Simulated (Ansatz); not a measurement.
The relaxed structure here is a generated cell of SiNi: the first start was made by placing the elements on the sites of a structure type, and the end was not matched to a known phase here, so it may be hypothetical. Known forms of SiNi include space group No. 62.

One stationary structure of SiNi. Space group I4₁/amd (No. 141). These are PBEsol (plane waves to 420 eV, PAW, scalar-relativistic; Ansatz, a program for electronic structure) values and carry that method's errors.

Space group I4₁/amd, origin choice 1 (No. 141); a = b = 3.444 Å, c = 7.433 Å, α = β = γ = 90.00°

| atom | site | symmetry | x | y | z |
|---|---|---|---|---|---|
| Si | 4a | -4m2 | 0.0000 | 0.0000 | 0.0000 |
| Ni | 4b | -4m2 | 0.0000 | 0.0000 | 0.5000 |
(The calculation used a cell of 4 atoms; values per cell refer to that cell.)

### Question
What magnetic moment does PBEsol give?

### Answer
Zero (the starting moments vanished).

No spin polarisation in the result: the starting moments vanished. A magnetic state may lie lower.

The run could not lower the symmetry of its start; a shaken copy of this end point relaxes with PBEsol to P-1 (No. 2), 0.07 eV/atom lower.
